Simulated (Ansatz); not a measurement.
In DFT-r²SCAN in the program Ansatz with PAW potentials, TaN in the hexagonal phase (P-62m; Ta on 1a, Ta on 2d, N on 3f) relaxes to a = 5.202 Å, c = 2.908 Å. Ta on 1a has 3 nearest neighbours from 2.04 Å (trigonal planar); Ta on 2d has 6 nearest neighbours from 2.16 Å (trigonal prismatic). Against the elements it lies at -1.35 eV/atom, with no fitted shifts.

Electronic character: metallic (no gap).

The bulk modulus is 325 GPa. Bader charges are Ta +1.32 to +1.93, N -1.73 to -1.72 e.

The cell was relaxed with r²SCAN under the symmetry of its start. The run is not spin-polarised. The references are the lowest solids computed at this level, not always the standard phases (solids in place of the gases). Spin–orbit coupling is left out wherever it is not named.

Potentials: the later of the program's two PAW sets.
